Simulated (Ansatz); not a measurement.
Sc (simple cubic, space group No. 221) at seven volumes, DFT-r²SCAN in the program Ansatz with PAW potentials, scaled uniformly. One row is withheld.

```
V (Å³/atom)  P (GPa)
-----------  -------
23.417          4.05
24.189          2.53
24.961          1.18
25.733          0.00
26.505         -1.03
27.277         -1.92
28.049             ?
```

### Question
Fit the shown pressures and predict the withheld one.

### Answer
P = (3/2)B₀(x^(7/2) − x^(5/2))[1 + (3/4)(B′ − 4)(x − 1)] with x = (V₀/V)^(2/3). Least squares on the six rows gives V₀ = 25.736 Å³/atom, B₀ = 36.6 GPa, B′ = 3.41. At V = 28.049, x = 0.9442 and P = -2.72 GPa. The run itself gave -2.70 GPa.

Space group Pm-3m (simple cubic). A made-up cell: these elements were put on the sites of a structure type; neither database checked (COD, Materials Project) lists it. It is not the phase usual at ambient conditions (space group No. 194). Symmetry was held in the r²SCAN relaxation. At this level the phase is mechanically unstable. The run is not spin-polarised.

Potentials: the later of the program's two PAW sets.
